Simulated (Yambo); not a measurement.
**Convergence of the G0W0 gap of BaTiO3**

G0W0@PBEsol for BaTiO3 (space group R3m, No. 160) in Yambo. Reference settings: 4×4×4 Γ-centred k mesh, bands 2 to 127 and a 8 Ry block in the screening, 127 bands in G with the Bruneval-Gonze terminator, plasmon pole fitted at 27.2 eV. The PBEsol gap Z → Γ on this mesh is 2.37 eV; G0W0 gaps are taken between the same points.

| change from the reference | G0W0 gap Z → Γ (eV) | shift of the valence edge (eV) | rough Yambo cost |
|---|---|---|---|
| reference settings | 4.01 | -0.37 | 1 |
| 84 bands in W, 84 bands in G | 4.01 | -0.30 | within a factor of two |
| 84 bands in G | 4.00 | -0.37 | – |
| 3 Ry block | 4.26 | -0.32 | about 1/2 |
| 7 Ry block | 4.00 | -0.36 | within a factor of two |
| pole fitted at 55 eV | 4.04 | -0.45 | – |
| no random integration | 3.97 | -0.21 | – |
| 2×2×2 mesh | 4.00 | -0.27 | about 1/20 |
| 51 bands in G, no terminator | 4.06 | 0.38 | – |
| 84 bands in G, no terminator | 4.10 | 0.03 | – |
| no terminator | 4.11 | -0.16 | – |

The reference isn't shown to be the converged limit. Costs are rough (shared machines), scaled to the same edge states, and given only for runs that recompute the screening.

Geometry of the Materials Project entry, not relaxed at this level; primitive cell a = b = c = 4.0338 Å, α = β = γ = 89.84°.

A shift is the quasiparticle energy of the state minus its PBEsol energy.
